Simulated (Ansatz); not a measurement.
AlCuGeSe4 in space group I-4 (No. 82; Al on 2c, Cu on 2a, Ge on 2b, Se on 8g), DFT-r²SCAN in the program Ansatz with PAW potentials. The conduction-band minimum lies at X, with 2 equivalent valleys. Second derivatives d²E/dk² of the lowest band at one valley (eV·Å²), along Cartesian directions:

| direction | d²E/dk² |
|---|---|
| [100] | 23.12 |
| [010] | 22.71 |
| [001] | 24.80 |
| [110] | 34.48 |
| [101] | 23.95 |
| [011] | 23.74 |

Problem. Find the principal effective masses, the density-of-states mass and the conductivity mass.

Solution. Off-diagonal terms follow from H_xy = H[110] − (H_xx + H_yy)/2, and m*/mₑ = 7.620 eV·Å² over each eigenvalue: 0.22, 0.31, 0.67. One valley's DOS mass (m₁m₂m₃)^(1/3) = 0.36, conductivity mass 3/(Σ 1/mᵢ) = 0.32 mₑ.

Problem. What effective density of states Nc follows at 300 K for parabolic valleys?

Solution. Nc = 2.509e19 × 2 × (0.36)^(3/2) ≈ 1.1e19 cm⁻³.

The first step of the workflow began from a Materials Project structure, measured or hypothetical; the Crystallography Open Database copy checked does not list it. Whether it is the stable phase at ambient conditions was not checked. The r²SCAN relaxation kept the symmetry of its start; its stability against distortions is not shown here. The run is not spin-polarised. Scalar-relativistic: spin–orbit coupling is off unless named, which matters more the heavier the elements.

Potentials: the later of the program's two PAW sets.

Edges and masses are those of Kohn–Sham bands, whose gap is no quasiparticle gap.
